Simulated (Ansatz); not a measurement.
A 6-atom cell of ZrSnO4 built on the rutile structure (relaxed group Cmmm) was relaxed with 3 functionals in Ansatz, cell and atoms free, the symmetry of the start kept (meshes: PBE 6×6×8, r2SCAN 6×6×8, PBEsol 6×6×8). All values are calculated for a non-magnetic cell, which may be hypothetical.

The PBEsol result:
```cif
data_structure
_symmetry_space_group_name_H-M 'Cmmm'
_symmetry_Int_Tables_number 65
_cell_length_a 6.8005
_cell_length_b 6.8656
_cell_length_c 3.2114
_cell_angle_alpha 90.000
_cell_angle_beta 90.000
_cell_angle_gamma 90.000
_cell_volume 149.94
loop_
_atom_site_label
_atom_site_type_symbol
_atom_site_symmetry_multiplicity
_atom_site_Wyckoff_symbol
_atom_site_fract_x
_atom_site_fract_y
_atom_site_fract_z
_atom_site_occupancy
Sn1 Sn 2 c 0.50000 0.00000 0.50000 1
Zr1 Zr 2 a 0.00000 0.00000 0.00000 1
O1 O 4 h 0.19537 0.00000 0.50000 1
O2 O 4 i 0.50000 0.80660 0.00000 1
```

Space group Cmmm (No. 65), orthorhombic; conventional cell a = 6.800 Å, b = 6.866 Å, c = 3.211 Å, 12.49 Å³ an atom. Around Sn lie 6 O at 2.07–2.08 Å; around Zr lie 6 O at 2.08–2.11 Å; around O lie 1 Sn at 2.07 Å and 2 Zr at 2.08 Å; around O lie 2 Sn at 2.08 Å and 1 Zr at 2.11 Å.

Question: How does the cell change with r2SCAN?

Answer: a = 6.799 Å, b = 6.866 Å, c = 3.218 Å; the volume differs by +0.2 % from PBEsol's. Sn is surrounded by 6 O at 2.06–2.08 Å; Zr is surrounded by 6 O at 2.09–2.11 Å; O is surrounded by 1 Sn at 2.06 Å and 2 Zr at 2.09 Å (further sites aren't listed).

Question: What lattice does PBE give?

Answer: a = 6.874 Å, b = 6.940 Å, c = 3.238 Å; the volume differs by +3.0 % from PBEsol's. Sn has 6 O at 2.10 Å; Zr has 6 O at 2.10–2.13 Å; O has 1 Sn at 2.10 Å and 2 Zr at 2.10 Å (further sites aren't listed).

Question: Held at the r2SCAN cell, what mean stress does PBE find, and does its sign point to its own minimum?

Answer: Yes. PBE +5.33 GPa, and its relaxed volume is +2.8 % from r2SCAN's. Compression counts positive, so a positive stress asks for a larger cell.
